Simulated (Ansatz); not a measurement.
S:
```xyz
24
Lattice="4.3341 0.0000 0.0000 0.0000 8.8733 0.0000 0.0000 0.0000 14.2133" Properties=species:S:1:pos:R:3 pbc="T T T"
S      0.0550     2.9145    12.5543
S      4.2791     5.9588     1.6589
S      4.2791     5.9588    12.5543
S      0.0550     2.9145     1.6589
S      2.2221     1.5222     8.7655
S      2.1121     7.3511     5.4477
S      2.1121     7.3511     8.7655
S      2.2221     1.5222     5.4477
S      2.1671     4.4366     3.8242
S      2.1671     4.4366    10.3891
S      0.0000     0.0000     3.2825
S      0.0000     0.0000    10.9308
S      1.1093     6.3029     0.0000
S      3.2248     2.5704     0.0000
S      3.2764     7.0070     7.1066
S      1.0578     1.8663     7.1066
S      3.2175     7.6798    12.1813
S      1.1166     1.1935     2.0320
S      1.1166     1.1935    12.1813
S      3.2175     7.6798     2.0320
S      1.0505     5.6301     9.1386
S      3.2837     3.2431     5.0746
S      3.2837     3.2431     9.1386
S      1.0505     5.6301     5.0746
```

Relaxed with LDA. Special points in fractions of this cell's reciprocal vectors: Γ (0.000, 0.000, 0.000); X (0.500, 0.000, 0.000); S (0.500, 0.500, 0.000); Y (0.000, 0.500, 0.000); Z (0.000, 0.000, 0.500); U (0.500, 0.000, 0.500); R (0.500, 0.500, 0.500); T (0.000, 0.500, 0.500).

Task: List the band energies nearest the valence-band maximum at these points for LDA (plane waves, PAW; program Ansatz).

Result: In eV from the valence-band maximum; about four levels below and three above (degenerate sets whole), none deeper than 8.9 eV; points with the same levels are listed once.

```
k                          below                above
-  -----------------------------  -------------------
Γ  -0.47 -0.47 -0.46 -0.36 -0.22       1.48 1.60 1.61
X        -0.22 -0.22 -0.01 -0.01  2.57 2.57 2.74 2.74
S        -0.46 -0.46 -0.07 -0.07  2.40 2.40 2.62 2.62
Y        -0.67 -0.67 -0.37 -0.37  1.97 1.97 1.99 1.99
Z        -0.43 -0.43 -0.39 -0.39  1.64 1.64 1.66 1.66
U          -0.25 -0.25 0.00 0.00  2.48 2.48 2.82 2.82
R        -0.38 -0.38 -0.07 -0.07  2.42 2.42 2.62 2.62
T        -0.68 -0.68 -0.42 -0.42  1.71 1.71 2.25 2.25
```

Space group Pnnm (S12-ring). The workflow started from a Materials Project entry (that database holds measured and hypothetical structures alike); the Crystallography Open Database files this formula in space group No. 58, but the cells were not matched. It is not the phase usual at ambient conditions (space group No. 70). The cell was relaxed with LDA under the symmetry of its start; whether a distortion lowers the energy is not shown. A crystal of weakly bound molecules computed without a dispersion correction: the cell and the soft elastic constants depend strongly on that.

Potentials: the later of the program's two PAW sets.
